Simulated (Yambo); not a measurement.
Convergence of the G0W0 gap of GaP

G0W0@PBEsol for GaP (wurtzite, space group P6_3mc, No. 186) in Yambo. Reference settings: 3×3×2 Γ-centred k mesh, 304 bands and a 8 Ry block in the screening, 304 bands in G with the Bruneval-Gonze terminator, plasmon pole fitted at 27.2 eV. The PBEsol gap Γ → Γ on this mesh is 1.25 eV; G0W0 gaps are taken between the same points.

| change from the reference | G0W0 gap Γ → Γ (eV) | shift of the valence edge (eV) | rough Yambo cost |
|---|---|---|---|
| reference settings | 1.91 | -0.52 | 1 |
| 116 bands in W, 116 bands in G | 1.95 | -0.24 | about 1/3 |
| 196 bands in W, 196 bands in G | 1.93 | -0.43 | within a factor of two |
| 116 bands in G | 1.93 | -0.48 | – |
| 7 Ry block | 1.89 | -0.46 | within a factor of two |
| 3×3×1 mesh | 1.83 | -0.44 | about 1/3 |
| 196 bands in G, no terminator | 1.88 | -0.29 | – |
| no terminator | 1.89 | -0.42 | – |

The reference isn't shown to be the converged limit. Costs are rough (shared machines), scaled to the same edge states, and given only for runs that recompute the screening.

The standard potential for Ga keeps a d shell in the valence without the s and p states of that shell. In tests on such compounds this moved G0W0 gaps by up to about 0.9 eV, so absolute quasiparticle energies here are unreliable; differences between settings are what counts.

Spin-orbit coupling is included.

Geometry relaxed with PBEsol; primitive cell a = b = 3.8348 Å, c = 6.3168 Å, α = β = 90.00°, γ = 120.00°.

This is not the ordinary phase of the substance; no match was found in the copy of COD used, and its stability was not checked.

A shift is the quasiparticle energy of the state minus its PBEsol energy.
